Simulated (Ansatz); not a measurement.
Theory: Ansatz, DFT PBE, scalar-relativistic, plane waves, PAW. Settings: cutoff 420 eV, Γ-centred meshes spaced at most about 0.3 Å⁻¹, and about 0.25 Å⁻¹ or finer for metals (2π included), Gaussian smearing. No spin polarisation in the final relaxations.

Temperature and zero-point effects are left out.

Compare these two cells of HPb4, each relaxed at this level.

1.

```
H Pb
1.0
     3.58513    0.00000    0.00000
    -1.79256    3.10481    0.00000
     0.00000    0.00000   11.78095
H Pb
1 4
Direct
  0.00000 0.00000 0.00000
  0.33333 0.66667 0.87120
  0.33333 0.66667 0.37880
  0.66667 0.33333 0.12880
  0.66667 0.33333 0.62120
```

2.

```
H Pb
1.0
     5.09041    0.00000    0.00000
     0.00000    5.09041    0.00000
     0.00000    0.00000    5.09041
H Pb
1 4
Direct
  0.50000 0.50000 0.50000
  0.00000 0.00000 0.00000
  0.50000 0.50000 0.00000
  0.50000 0.00000 0.50000
  0.00000 0.50000 0.50000
```

Question: Which would you expect to be lower, and how large is the difference?

Answer: Cell 2 is lower, by 33 meV/atom. Cell 1 has space group P-3m1 (No. 164), 26.2 Å³/atom and no gap on its mesh; cell 2 has space group Pm-3m (No. 221), 26.4 Å³/atom and no gap. Counting Pb atoms around H (those within 1.25 times the shortest such distance or 1.15 times the sum of covalent radii, 1.27 where that leaves under three; the shortest distance is added where it exceeds 1.18 times the sum of covalent radii), cell 1 has H 6 from 2.6 Å and cell 2 has H 6 from 2.5 Å. Even the lower one lies +0.18 eV/atom against the reference forms of the elements (uncorrected), so neither is stable at this level. In cell 1, around H lie 6 Pb at 2.57 Å; Pb on its first site has 3 H at 2.57 Å and 12 Pb at 3.59–3.67 Å; Pb on its second site has 12 Pb at 3.53–3.60 Å. In cell 2, H is surrounded by 6 Pb at 2.55 Å; Pb on a site of symmetry m-3m has 12 Pb at 3.60 Å; around Pb on a site of symmetry 4/mmm lie 2 H at 2.55 Å and 12 Pb at 3.60 Å. Both come from invented guesses.

Spin–orbit coupling, which can matter for Pb, is left out. With hydrogen, zero-point motion can shift such differences by 10 meV/atom or more. A magnetic state wasn't ruled out in cells without spin, among them P-3m1, Pm-3m. Cells relaxed within their symmetry can be saddle points.
